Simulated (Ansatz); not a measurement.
# Si: a jump of Ag

These are results of Ansatz 0.2.0, DFT LDA, scalar-relativistic, plane waves, PAW, not measurements. (420 eV cutoff, 3×3×3 k-mesh, Gaussian smearing of 0.02 eV, no spin polarisation)

Host crystal, relaxed:

```
CELL_PARAMETERS angstrom
0.00000 2.70097 2.70097
2.70097 0.00000 2.70097
2.70097 2.70097 0.00000
ATOMIC_POSITIONS crystal
Si 0.75000 0.75000 0.75000
Si 0.50000 0.50000 0.50000
```

In a supercell of 16 host sites with charge +1, interstitial Ag hops to an equivalent place, moving 2.13 Å between the relaxed ends. Climbing-image nudged elastic band at fixed cell with images 0 (start) to 4 (end), the path measured over all atoms, converged to 0.05 eV/Å; the order of the saddle wasn't checked, and the small cell leaves errors of about a tenth of an eV.

Supercell rows in host cell vectors: 0 -2 2; 0 0 2; -2 0 2. Ag was set at (0.000, 0.000, 0.000) of the host cell.

At the relaxed start Ag has 1 Si at 2.40 Å, 2 Si at 2.43 Å, 1 Si at 2.45 Å, 1 Si at 2.63 Å, 1 Si at 2.64 Å, 1 Si at 2.69 Å, 1 Si at 2.81 Å, 1 Si at 2.87 Å, 1 Si at 2.90 Å.

Problem. How high is the barrier, and where does the atom pass?

Solution. 0.10 eV at image 2, where Ag has 2 Si at 2.41 Å, 2 Si at 2.42 Å, 2 Si at 2.43 Å, 2 Si at 3.17 Å.

Cost: 1 run of about 8.2 core-minutes, on Arm Neoverse V1 (shared hosts).